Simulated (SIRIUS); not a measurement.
SIRIUS run on HfO2 (P2_1/c, 12 atoms in the cell; from Materials Project mp-352, lattice scaled a little): self-consistent single point.

All values come from this method and carry its errors: LDA (PW92), GBRV LDA ultrasoft pseudopotentials (plane waves; SIRIUS 7.12.0).

```yaml
crystal:
  lattice:
    - [5.20625, 0.00000, 0.00000]
    - [0.00000, 5.26395, 0.00000]
    - [-0.89544, 0.00000, 5.31742]
  atoms:
    - { symbol: Hf, position: [0.27614, 0.45806, 0.70791] }
    - { symbol: Hf, position: [0.72386, 0.54194, 0.29209] }
    - { symbol: Hf, position: [0.72386, 0.95806, 0.79209] }
    - { symbol: Hf, position: [0.27614, 0.04194, 0.20791] }
    - { symbol: O, position: [0.44800, 0.74253, 0.97858] }
    - { symbol: O, position: [0.55200, 0.25747, 0.02142] }
    - { symbol: O, position: [0.55200, 0.24253, 0.52142] }
    - { symbol: O, position: [0.44800, 0.75747, 0.47858] }
    - { symbol: O, position: [0.06836, 0.33076, 0.34625] }
    - { symbol: O, position: [0.93164, 0.66924, 0.65375] }
    - { symbol: O, position: [0.93164, 0.83076, 0.15375] }
    - { symbol: O, position: [0.06836, 0.16924, 0.84625] }
```

Reference input (self-consistent single point, DFT, LDA (PW92), plane waves, GBRV LDA ultrasoft pseudopotentials): parameters.ngridk = 4 3 3; parameters.xc_functionals = [XC_LDA_X, XC_LDA_C_PW]; parameters.gk_cutoff = 6.325 1/bohr; parameters.pw_cutoff = 14.143 1/bohr; parameters.smearing = gaussian; parameters.smearing_width = 0.000367493 Ha; potentials = GBRV LDA ultrasoft pseudopotentials; parameters.electronic_structure_method = pseudopotential; parameters.num_bands = 58; parameters.num_mag_dims = 0; parameters.num_dft_iter = 100; parameters.energy_tol = 1e-07 Ha. This run's input differs from it in these lines:

```diff
@@ -16,3 +16,3 @@
     "pw_cutoff": 14.143,
-    "ngridk": [4, 3, 3],
+    "ngridk": [2, 2, 2],
     "smearing": "gaussian",
```

Output, abridged:

```
[find] density tolerance         : 1e-06
[find] total energy tolerance    : 1e-07
[find] iter_solver_tol (initial) : 0.01
[find] iter_solver_tol (target)  : 1e-13
[find] num_dft_iter              : 100
Charges and magnetic moments
--------------------------------------------------------------------------------
total charge          : 96.000000
[find] | SCF iteration   0 out of 100|
[diagonalize] iterative solver tolerance (occupied, empty): 0.01 0.01
[diagonalize] average number of iterations: 2
[find] Charges and magnetic moments
[find] total charge          : 96.000000
[find] Energy
[find] smearing (-TS)                 :       0.00000000
   [... lines left out ...]

[find] Charges and magnetic moments
[find] total charge          : 96.000000
[find] Energy
[find] smearing (-TS)                 :       0.00000000
[find] Total energy                   :    -447.36082202 (Ha),    -894.72164404 (Ry)
[find] Free energy (E-TS)             :    -447.36082202 (Ha),    -894.72164404 (Ry)
[find] band gap (eV)                  :       3.73123943
[find] Efermi                         :       0.44978173
[find] iteration : 23, RMS (target) : 9.2524e-07 (1.0000e-06) , energy difference (target) : -1.0004e-11 (1.0000e-07)
[find] bands are converged : true
[find] iterative solver converged : false
[find] converged after 24 SCF iterations!
[find] Charges and magnetic moments
[find] total charge          : 96.000000
[find] Energy
[find] smearing (-TS)                 :       0.00000000
[find] Total energy                   :    -447.36082202 (Ha),    -894.72164404 (Ry)
[find] Free energy (E-TS)             :    -447.36082202 (Ha),    -894.72164404 (Ry)
[find] band gap (eV)                  :       3.73123943
[find] Efermi                         :       0.44978173
[ground_state] === stress tensor components [kbar] ===
[ground_state] === stress_total ===
[ground_state]   206.121728    0.000000   14.309522
[ground_state]     0.000000  206.433900    0.000000
[ground_state]    14.309522    0.000000  198.356740
[ground_state] ==== total Forces in Ha/bohr =====
   [... lines left out ...]
[ground_state] atom:    7, force:       0.0058588      0.0001553     -0.0013803
[ground_state] atom:    8, force:       0.0014046      0.0007525      0.0043445
[ground_state] atom:    9, force:      -0.0014046     -0.0007525     -0.0043445
[ground_state] atom:   10, force:      -0.0014046      0.0007525     -0.0043445
[ground_state] atom:   11, force:       0.0014046     -0.0007525      0.0043445
```

The run converged in 24 iterations. SIRIUS prints the stress tensor with tension positive. Against the reference run the free energy rises by 2.9 meV/atom, the pressure moves little (-20.40 to -20.36 GPa) and the largest force goes from 0.382 to 0.395 eV/Å.

Spin-orbit coupling is left out, which matters for bands and gaps with elements this heavy. This run is one point of a test of settings, so its values need not be converged; read them against the reference run alone. The structure comes from a collection of computed structures, made at another level of theory; the collection holds predicted forms beside known ones. Its lattice was then scaled. At this pressure the cell is far from its equilibrium volume at this level.

Cost on one core: about 90 core-seconds (a rough figure).

The gap that the log prints is read on the run's mesh, which can miss the band edges or a crossing.
